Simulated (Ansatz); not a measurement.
RbCdF3:
Space group Pm-3m (No. 221); a = b = c = 4.4109 Å, α = β = γ = 90.00°

```json
[
 {"atom": "Rb", "site": "1a", "symmetry": "m-3m", "x": "0.0000", "y": "0.0000", "z": "0.0000"},
 {"atom": "Cd", "site": "1b", "symmetry": "m-3m", "x": "0.5000", "y": "0.5000", "z": "0.5000"},
 {"atom": "F", "site": "3c", "symmetry": "4/mm.m", "x": "0.0000", "y": "0.5000", "z": "0.5000"}
]
```

Relaxed with PBEsol. PBEsol (plane waves, PAW; program Ansatz) gives a gap of 3.05 eV.

### Question
What gap does HSE06 give on the same cell (Ansatz, PAW)?

### Answer
5.24 eV, 2.18 eV more. The hybrid was solved on a coarser mesh and at special points; its gap is the smallest among all of these.

```tsv
k	v1 PBEsol	c1 PBEsol	v1 HSE06	c1 HSE06
Γ	-1.60	3.05	-1.78	5.24
R	0.00	7.49	(withheld)	(withheld)
M	0.00	6.75	(withheld)	(withheld)
X	-1.50	5.63	(withheld)	(withheld)
```

### Question
Top valence (v1) and lowest conduction level (c1) in eV from each method's valence maximum (which need not be a listed point): supply the withheld HSE06 values.

### Answer

- R, v1 HSE06: 0.00
- R, c1 HSE06: 9.61
- X, v1 HSE06: -1.66
- X, c1 HSE06: 7.88
- M, v1 HSE06: 0.00
- M, c1 HSE06: 9.01

Cost on shared cores: the PBEsol run (SCF on a 6×6×6 mesh, then bands and DOS) roughly 21 core-seconds, the HSE06 run (SCF on 4×4×4, then a few points) around 70 core-seconds (rough); the tasks are unlike.

The workflow started from a Materials Project entry (that database holds measured and hypothetical structures alike); the Crystallography Open Database copy checked does not list it. Whether it is the stable phase at ambient conditions was not checked. The cell was relaxed with PBEsol under the symmetry of its start; its stability against distortions is not shown here. Spin–orbit coupling is left out wherever it is not named.

Potentials: the later of the program's two PAW sets.
